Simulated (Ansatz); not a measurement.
# Sn₅Se₃S₂ (R-3m) at 2 levels of theory

One geometry, relaxed with PBE; plane waves with PAW potentials in Ansatz, scalar-relativistic. No spin polarisation. Gaps are the least over mesh and band path; pressure is positive in compression.

```cif
data_structure
_symmetry_space_group_name_H-M 'R-3m:H'
_symmetry_Int_Tables_number 166
_cell_length_a 4.2269
_cell_length_b 4.2269
_cell_length_c 51.7401
_cell_angle_alpha 90.000
_cell_angle_beta 90.000
_cell_angle_gamma 120.000
_cell_volume 800.58
loop_
_atom_site_label
_atom_site_type_symbol
_atom_site_symmetry_multiplicity
_atom_site_Wyckoff_symbol
_atom_site_fract_x
_atom_site_fract_y
_atom_site_fract_z
_atom_site_occupancy
Sn1 Sn 6 c 0.66667 0.33333 0.93654 1
Sn2 Sn 6 c 0.33333 0.66667 0.86773 1
Sn3 Sn 3 a 0.00000 0.00000 0.00000 1
Se1 Se 6 c 0.00000 0.00000 0.90209 1
Se2 Se 3 b 0.66667 0.33333 0.83333 1
S1 S 6 c 0.33333 0.66667 0.96821 1
```

```csv
level,cutoff (eV),k mesh,gap (eV),pressure (GPa)
PBE,420,12×12×12,0.09,0.0
```

**Question.** What comes out on the same cell with LDA?

**Answer.**
```tsv
level	cutoff (eV)	k mesh	gap (eV)	pressure (GPa)
LDA	420	12×12×12	0.12	-4.3
```

The structure comes from a generated guess; another structure or a mixture of phases may lie lower.
